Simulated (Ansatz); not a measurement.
Input:

ZnGeP₂:
```yaml
crystal:
  lattice:
    - [-2.71225, 2.71225, 5.35461]
    - [2.71225, -2.71225, 5.35461]
    - [2.71225, 2.71225, -5.35461]
  atoms:
    - { symbol: Ge, position: [0.50000, 0.50000, 0.00000] }
    - { symbol: Ge, position: [0.25000, 0.75000, 0.50000] }
    - { symbol: Zn, position: [0.00000, 0.00000, 0.00000] }
    - { symbol: Zn, position: [0.75000, 0.25000, 0.50000] }
    - { symbol: P, position: [0.37500, 0.37667, 0.50167] }
    - { symbol: P, position: [0.62333, 0.12500, 0.99833] }
    - { symbol: P, position: [0.87500, 0.87333, 0.49833] }
    - { symbol: P, position: [0.12667, 0.62500, 0.00167] }
```

This is the PBEsol-relaxed structure.

Q: All from plane-wave PAW PBEsol (Ansatz code), unless another level is named. Predict the band gap.

A: 1.07 eV (indirect).

Q: What about the gap with spin–orbit coupling?

A: 1.06 eV.

Q: Next, the electron effective mass?

A: 0.26, 0.27, 0.96 mₑ (principal values).

Q: Give the weight of the valence-edge state by species (Voronoi cells).

A: P 74 %, Zn 14 %, Ge 12 %.

Space group I-42d (chalcopyrite). The PBEsol relaxation kept the symmetry of its start. Scalar-relativistic: spin–orbit coupling is off unless named, which matters more the heavier the elements.

Potentials: the later of the program's two PAW sets.
